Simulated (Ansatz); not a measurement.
Input and command of a plane-wave DFT calculation in Ansatz:

```yaml
crystal:
  lattice:
    - [2.7023482493, 0.0, 0.0]
    - [-1.3511741246, 2.3403022337, 0.0]
    - [0.0, 0.0, 27.7978965643]
  atoms:
    - { symbol: Ru, position: [0.6666666667, 0.3333333333, 0.2698045869] }
    - { symbol: Ru, position: [0.3333333333, 0.6666666667, 0.3465363913] }
    - { symbol: Ru, position: [0.6666666667, 0.3333333333, 0.4232681956] }
    - { symbol: Ru, position: [0.3333333333, 0.6666666667, 0.5] }
    - { symbol: Ru, position: [0.6666666667, 0.3333333333, 0.5767318044] }
    - { symbol: Ru, position: [0.3333333333, 0.6666666667, 0.6534636087] }
    - { symbol: Ru, position: [0.6666666667, 0.3333333333, 0.7301954131] }
basis:
  ecutwfc: 500
kpoints:
  mp_grid: { grid: [15, 15, 1] }
hamiltonian:
  xc: r2scan
scf:
  occupations: { method: methfessel_paxton, width: 0.2 }
output:
  forces: true
  stress: true
  eigenvalues: true
efield:
  axis: 3
  dipole_correction: true
  ramp_width: 0.04
```

```bash
ansatz run input.yaml --threads 2 --pin off --max-ram 5120MiB --backend cpu --events-out ev --progress --plain --runs-dir out
```

Processor: Intel(R) Xeon(R) 6975P-C (Granite Rapids), 2 threads, on a host shared with other jobs.

Question: How long does it run, and how much memory does it take?

Answer: About 14 s on 2 threads of Intel(R) Xeon(R) 6975P-C (Granite Rapids), on a shared host, peak memory 0.88 GiB. It solves 68 bands at 27 k points (the mesh reduced by symmetry) with about 4397 plane waves, in 9 SCF iterations.
